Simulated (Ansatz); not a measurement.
# Wurtzite alloy of GaAs and AlAs (33 of 48 Ga sites exchanged), 96 atoms

Ansatz, PAW, plane waves. PBEsol relaxation of cell lengths and atoms (angles held) at the single k point (¼, ¼, ¼) without its symmetry partners; single points on the relaxed atoms at the Γ point alone, onto which points of the small cell's zone fold. Arrangement: quasirandom. No spin–orbit coupling unless named.

Relaxed structure:

```cif
data_structure
_symmetry_space_group_name_H-M 'P 1'
_symmetry_Int_Tables_number 1
_cell_length_a 11.9823
_cell_length_b 13.8629
_cell_length_c 13.1640
_cell_angle_alpha 90.000
_cell_angle_beta 90.000
_cell_angle_gamma 90.000
_cell_volume 2186.67
loop_
_atom_site_label
_atom_site_type_symbol
_atom_site_fract_x
_atom_site_fract_y
_atom_site_fract_z
_atom_site_occupancy
Al1 Al 0.00080 0.16639 0.00025 1
Al2 Al 0.00060 0.16695 0.50007 1
Al3 Al 0.33368 0.16641 0.00018 1
Al4 Al 0.33389 0.16635 0.50033 1
Al5 Al 0.16745 0.41673 0.50001 1
Al6 Al 0.00067 0.66639 0.00040 1
Al7 Al 0.00104 0.66684 0.49986 1
Al8 Al 0.66714 0.16642 0.00003 1
Al9 Al 0.66731 0.16649 0.49994 1
Al10 Al 0.50041 0.41665 0.99986 1
Al11 Al 0.50010 0.41685 0.49990 1
Al12 Al 0.33364 0.66642 0.00006 1
Al13 Al 0.83412 0.41684 0.99996 1
Al14 Al 0.83394 0.41670 0.49973 1
Al15 Al 0.66745 0.66646 0.99974 1
Al16 Al 0.66665 0.66712 0.50006 1
Al17 Al 0.50023 0.91674 0.99979 1
Al18 Al 0.83428 0.91668 0.99976 1
Al19 Al 0.83369 0.91695 0.50031 1
Al20 Al 0.16689 0.08353 0.25035 1
Al21 Al 0.16664 0.08384 0.75032 1
Al22 Al 0.99998 0.33351 0.24991 1
Al23 Al 0.16699 0.58377 0.25026 1
Al24 Al 0.16639 0.58320 0.75027 1
Al25 Al 0.99964 0.83323 0.25023 1
Al26 Al 0.99996 0.83336 0.75023 1
Al27 Al 0.83271 0.08354 0.24999 1
Al28 Al 0.83262 0.08364 0.75024 1
Al29 Al 0.66627 0.33362 0.25013 1
Al30 Al 0.66638 0.33344 0.75041 1
Al31 Al 0.49963 0.58367 0.25021 1
Al32 Al 0.83330 0.58328 0.75006 1
Al33 Al 0.66652 0.83350 0.24996 1
Ga1 Ga 0.16741 0.41659 0.00034 1
Ga2 Ga 0.33409 0.66700 0.50066 1
Ga3 Ga 0.16740 0.91648 0.00070 1
Ga4 Ga 0.16737 0.91670 0.50059 1
Ga5 Ga 0.50036 0.91645 0.50044 1
Ga6 Ga 0.00033 0.33353 0.75067 1
Ga7 Ga 0.49967 0.08337 0.25092 1
Ga8 Ga 0.49962 0.08339 0.75052 1
Ga9 Ga 0.33343 0.33349 0.25029 1
Ga10 Ga 0.33339 0.33389 0.75093 1
Ga11 Ga 0.49970 0.58389 0.75029 1
Ga12 Ga 0.33319 0.83397 0.25054 1
Ga13 Ga 0.33306 0.83382 0.75047 1
Ga14 Ga 0.83312 0.58351 0.25061 1
Ga15 Ga 0.66634 0.83344 0.75051 1
As1 As 0.99994 0.16681 0.18733 1
As2 As 0.99984 0.16703 0.68726 1
As3 As 0.33373 0.16706 0.18743 1
As4 As 0.33369 0.16736 0.68762 1
As5 As 0.16710 0.41692 0.18737 1
As6 As 0.16707 0.41659 0.68730 1
As7 As 0.99996 0.66660 0.18744 1
As8 As 0.00001 0.66688 0.68700 1
As9 As 0.66621 0.16693 0.18723 1
As10 As 0.66606 0.16686 0.68717 1
As11 As 0.49979 0.41709 0.18715 1
As12 As 0.49990 0.41732 0.68727 1
As13 As 0.33356 0.66761 0.18726 1
As14 As 0.33339 0.66728 0.68758 1
As15 As 0.16677 0.91679 0.18763 1
As16 As 0.16676 0.91720 0.68747 1
As17 As 0.83345 0.41708 0.18713 1
As18 As 0.83355 0.41661 0.68706 1
As19 As 0.66674 0.66669 0.18709 1
As20 As 0.66659 0.66694 0.68734 1
As21 As 0.49984 0.91712 0.18726 1
As22 As 0.50006 0.91695 0.68752 1
As23 As 0.83334 0.91694 0.18698 1
As24 As 0.83334 0.91692 0.68739 1
As25 As 0.16706 0.08297 0.43746 1
As26 As 0.16708 0.08273 0.93748 1
As27 As 0.00063 0.33348 0.43704 1
As28 As 0.00069 0.33307 0.93757 1
As29 As 0.50034 0.08281 0.43774 1
As30 As 0.50029 0.08325 0.93737 1
As31 As 0.33367 0.33288 0.43722 1
As32 As 0.33345 0.33307 0.93772 1
As33 As 0.16758 0.58333 0.43738 1
As34 As 0.16703 0.58290 0.93735 1
As35 As 0.00044 0.83347 0.43743 1
As36 As 0.00085 0.83302 0.93738 1
As37 As 0.83395 0.08338 0.43710 1
As38 As 0.83378 0.08334 0.93729 1
As39 As 0.66675 0.33331 0.43721 1
As40 As 0.66715 0.33306 0.93741 1
As41 As 0.50004 0.58340 0.43732 1
As42 As 0.50029 0.58329 0.93726 1
As43 As 0.33338 0.83325 0.43775 1
As44 As 0.33328 0.83313 0.93747 1
As45 As 0.83351 0.58356 0.43751 1
As46 As 0.83396 0.58327 0.93705 1
As47 As 0.66689 0.83344 0.43710 1
As48 As 0.66702 0.83318 0.93744 1
```

Task: What are the mean bond lengths by pair (pairs within 1.2 times the sum of covalent radii, less contacts 15 % beyond the pair's median; cation–cation pairs of compounds aside; long ionic contacts are cut short by that bound)?

Result: Al–As 2.456 ± 0.005 Å (standard deviation, 132 bonds); As–Ga 2.453 ± 0.005 Å (standard deviation, 60 bonds).

Task: What gap lies between the top filled and the lowest empty level in the single points?

Result: HSE06 2.08 eV (90 s on NVIDIA GB300).
